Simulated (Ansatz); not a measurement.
Computed properties of La

La:
```cif
data_La2
_chemical_formula_sum 'La2'
_space_group_name_H-M_alt 'P 1'
_space_group_IT_number 1
_cell_length_a 4.70527
_cell_length_b 4.70527
_cell_length_c 4.70527
_cell_angle_alpha 60.000
_cell_angle_beta 60.000
_cell_angle_gamma 60.000
loop_
_space_group_symop_operation_xyz
  'x, y, z'
loop_
_atom_site_label
_atom_site_type_symbol
_atom_site_fract_x
_atom_site_fract_y
_atom_site_fract_z
_atom_site_occupancy
La1 La 0.00000 0.00000 0.00000 1
La2 La 0.25000 0.25000 0.25000 1
```

Space group Fd-3m (No. 227), diamond; conventional cell a = b = c = 6.6543 Å, α = β = γ = 90.00°.

Method: r²SCAN in the plane-wave PAW code Ansatz. Geometry: relaxed at this level of theory. Other levels are named where they apply.

Cell and energy:

- Volume per atom = 36.83 Å³
- Density = 6.26 g/cm³

Electronic structure:

* **Electronic character**: metallic (no gap)
* **Density of states at the Fermi level**: 0.43 states/eV per atom (mean over ±0.08 eV)
* **Gap with spin–orbit coupling**: none (metallic)

Mechanics:

- Bulk modulus (Birch–Murnaghan fit): 494 kbar
- Pressure derivative B′: 5.6
- Elastic constants (relaxed ions, GPa): C11 = 49.8, C12 = 49.0, C44 = -3.7
- Mechanical stability: unstable (C has a negative eigenvalue)

The start of the workflow was typed in or built on a structure type; neither database checked (COD, Materials Project) lists it. It is not the phase usual at ambient conditions (space group No. 194). The r²SCAN relaxation kept the symmetry of its start. The volume moved by -38 % from the start of the relaxation. As this level gives no gap, shear constants depend on the k-mesh and smearing (Fermi–Dirac, 0.1 eV here). Spin–orbit coupling is left out wherever it is not named.

Potentials: the later of the program's two PAW sets.
